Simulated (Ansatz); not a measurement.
An Ansatz input:

```yaml
crystal:
  lattice:
    - [3.0946566698, 0.0, 0.0]
    - [0.0, 3.0946566698, 0.0]
    - [0.0, 0.0, 3.0946566698]
  atoms:
    - { symbol: Tl, position: [0.0, 0.0, 0.0] }
hamiltonian:
  xc: r2scan
  pseudopotentials:
    kind: paw
    azcp:
      Tl: "pseudopotentials/Tl.paw.azcp"
basis:
  ecutwfc: 500
  fft_grid_basis: typed
kpoints:
  mp_grid: { grid: [11, 11, 11], shift: [0, 0, 0] }
magnetization:
  spin_polarized: false
scf:
  occupations: { method: fermi_dirac, width: 0.1 }
  lower_state_search: "off"
output:
  stress: true
```

and its output:

```
Engine: ansatz 0.2.0, x86_64-unknown-linux-gnu
Pseudopotentials: kind: paw
Pseudopotential: Tl, paw, valence charge 13, recommended cutoff 500 eV (meta_gga) 
Functional definition: r2SCAN
  parameter k0 = 0.174
  parameter k1 = 0.065
  parameter a1 = 4.9479
  exchange = r2scan_x(k0 = k0, k1 = k1, a1 = a1)
  correlation = r2scan_c
Crystal: 1 atoms, lattice volume = 29.637 Å³
Basis set: ecut = 500 eV, 739 PW (Γ), exchange–correlation on 96×96×96 points (64 copies of the dense FFT grid, shifted against one another)
Bands: 11, of which v1, the nominal top of the filled ones, is band 7 counted from 1 (6 counted from 0)
Symmetry: 48 space group operations
Space group: Pm-3m (ITA 221), of the structure as read, at distance tolerance 3.1e-5 Å
k-points: 56 of 1331
Non-local potential: Tl, projectors of the file, l = 0: 2, l = 1: 2, l = 2: 2, l = 3: 1
PAW form: soft (Blöchl's): semilocal exchange-correlation on the pseudo side does not see the compensation charge
PAW frozen core: Tl, regenerated for the run's functional (the file was generated under x = pbe(κ = 0.804, μ = 0.2195149727645171), c = pbe(β = 0.06672455060314922))
PAW one-centre angular grid: Tl, 590 points (default); XC on 160 Gauss nodes
Initial density: superposition of atomic densities (neutral atoms: chi_scale 0, normalization atom), corrected by the library's trained network
Initial wavefunctions: pseudopotential atomic-orbital guess
Functional: x = r2scan, c = r2scan; τ floored in thin density (d = 2e-4 eV/Å³)
SCF iter   1: F=-11458.446605 eV  HF=-11458.456989 eV  |F-HF|=1.04e-2  |Δ(HF+E_count)|=         —  Δρ=8.15e-3  dr2=1.62e-2  dr2_τ=7.70e-3  ethr=1.77e-3  ⟨swp⟩=5.6  Hψ=4051  notcnv=0
SCF iter   2: F=-11458.451958 eV  HF=-11458.454363 eV  |F-HF|=2.40e-3  |Δ(HF+E_count)|=   2.63e-3  Δρ=3.42e-3  dr2=3.27e-3  dr2_τ=2.41e-4  ethr=1.25e-4  ⟨swp⟩=3.0  Hψ=1546  notcnv=0  defer=5
SCF iter   3: F=-11458.453360 eV  HF=-11458.453350 eV  |F-HF|=9.80e-6  |Δ(HF+E_count)|=   1.01e-3  Δρ=3.74e-4  dr2=3.05e-5  dr2_τ=6.98e-6  ethr=2.51e-5  ⟨swp⟩=2.0  Hψ=952  notcnv=0  defer=5
SCF iter   4: F=-11458.453379 eV  HF=-11458.453376 eV  |F-HF|=3.51e-6  |Δ(HF+E_count)|=   2.56e-5  Δρ=8.71e-5  dr2=1.87e-6  dr2_τ=6.52e-8  ethr=2.34e-7  ⟨swp⟩=2.0  Hψ=959  notcnv=0  defer=5
iter 5 did not close the SCF: its close was put off for the readings that it lacked (scf_convergence_deferred on its scf_iter line)
SCF iter   5: F=-11458.453380 eV  HF=-11458.453380 eV  |F-HF|=4.75e-9  |Δ(HF+E_count)|=   4.00e-6  Δρ=1.61e-5  dr2=6.37e-8  dr2_τ=2.46e-9  ethr=1.43e-8  ⟨swp⟩=2.2  Hψ=945  notcnv=0  defer=5
SCF iter   6: F=-11458.453380 eV  HF=-11458.453380 eV  |F-HF|=8.68e-10  |Δ(HF+E_count)|=   1.49e-8  Δρ=1.96e-6  dr2=9.76e-10  dr2_τ=8.97e-11  ethr=4.90e-10  ⟨swp⟩=2.8  Hψ=2219  notcnv=0
SCF 1 converged in 6 iterations: F = -11458.453380 eV  dr2 = 9.76e-10
SCF converged after 6 iterations
Free energy (F): -11458.453380 eV
Harris-Foulkes:  -11458.453380 eV  (|F-HF|=8.68e-10)
Internal energy: -11458.436720 eV  (E = F + TS)
E sigma→0 (E₀):  -11458.445050 eV
Entropy (-TS):   -0.016660 eV (-16.660 meV/atom)
Fermi energy:    9.866258 eV
--- Per-component energies (eV) ---
  E_band       = -7.599354
  E_kinetic    = 335.334925
  E_local      = -936.080614  (includes V_loc(G=0)·N_el)
  E_nonlocal   = 317.211351
  E_hartree    = 350.600898
  E_xc         = -218.604165
  E_vxc        = -156.850994  (∫ρ·V_xc dr)
  E_paw        = -10192.358413  (= ΣΔE_a)
  E_vpaw       = -280.500915  (= ΣTr[D̂ρ^β])
  E_aug_tail   = 0.000018  (compensation charges beyond the density's cutoff)
  E_vtau       = 12.085878  (kinetic-family band-sum trace: ∫τ·v_τ [+ j·A + Jᵃ·Aᵃ] dr)
  E_ewald      = -1115.580481
  E_core_change = 1.039761  (= ΣΔE_core)
  E_smearing   = -0.016660  (= −TS)
  E_closure    = -0.000000  (closes the sum)
  Σ components = -11458.453380   (vs F -11458.453380, Δ=0.00e0)
--- Stress (GPa, compression-positive) ---
        3.216754      -0.000000       0.000000
       -0.000000       3.216754       0.000000
       -0.000000       0.000000       3.216754
  P = ⅓ Tr σ = 3.2168 GPa (32.168 kbar)
```

Command:

```sh
ansatz run input.yaml --threads 1 --pin off --max-ram 3584MiB --backend cpu --events-out ev --progress --plain --runs-dir out
```

On 1 thread of Intel(R) Xeon(R) Platinum 8259CL CPU @ 2.50GHz (Skylake/Cascade Lake) (shared host) this took about 4.7 s of wall time and 4.6 s of CPU time.
